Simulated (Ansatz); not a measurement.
TiO2, DFT, LDA, all-electron LAPW, scalar-relativistic (Ansatz 0.2.0), run on 2 threads of Arm Neoverse V1 on a shared host.

The cell comes from COD entry 9007432, which wasn't checked; take it as a given geometry.

Command: `ansatz run input.yaml --threads 2 --pin off --max-ram 8192MiB --backend cpu --events-out ev --progress --plain --runs-dir out`

```yaml
crystal:
  lattice:
    - [4.594, 0.0, 0.0]
    - [0.0, 4.594, 0.0]
    - [0.0, 0.0, 2.959]
  atoms:
    - { symbol: Ti, position: [0.0, 0.0, 0.0] }
    - { symbol: Ti, position: [0.5, 0.5, 0.5] }
    - { symbol: O, position: [0.306, 0.306, 0.0] }
    - { symbol: O, position: [0.194, 0.806, 0.5] }
    - { symbol: O, position: [0.694, 0.694, 0.0] }
    - { symbol: O, position: [0.806, 0.194, 0.5] }
kpoints:
  mp_grid: { grid: [7, 7, 10] }
  band_path:
    path:
      - [0.0, 0.0, 0.0]
      - [0.0, 0.5, 0.0]
      - [0.5, 0.5, 0.0]
      - [0.0, 0.0, 0.0]
      - [0.0, 0.0, 0.5]
      - [0.0, 0.5, 0.5]
      - [0.5, 0.5, 0.5]
      - [0.0, 0.0, 0.5]
      - [0.0, 0.5, 0.0]
    npoints: 14
scf:
  occupations: { method: fermi_dirac, width: 0.05 }
hamiltonian:
  xc: lda
  pseudopotentials: { kind: all_electron, lapw: { basis_error: 0.0005 } }
output:
  forces: true
  stress: true
  eigenvalues: true
  populations: true
  dos: { projected: true, de: 0.2, e_range: [-14, 8] }
```

How large is the problem that the program sets up?

60 irreducible k-points, 1315 plane waves at Γ, 44 bands.

About how long does it take, and how much memory does it use?

110 s of wall time for 12 SCF iterations, with a peak of 0.82 GiB. Times on shared machines scatter by tens of per cent.

And the same cell and mesh by PAW (frozen-core files), asked for forces, stress, eigenvalues, efg, populations, bader, dos, write_density, write_potential, elf and the same band path, on the same hardware?

32 s, peak memory 0.41 GiB.

And the same cell and mesh by all-electron PAW (datasets made for this crystal), asked for forces, stress, eigenvalues, efg and the same band path, on the same hardware?

36 s, peak memory 0.86 GiB.
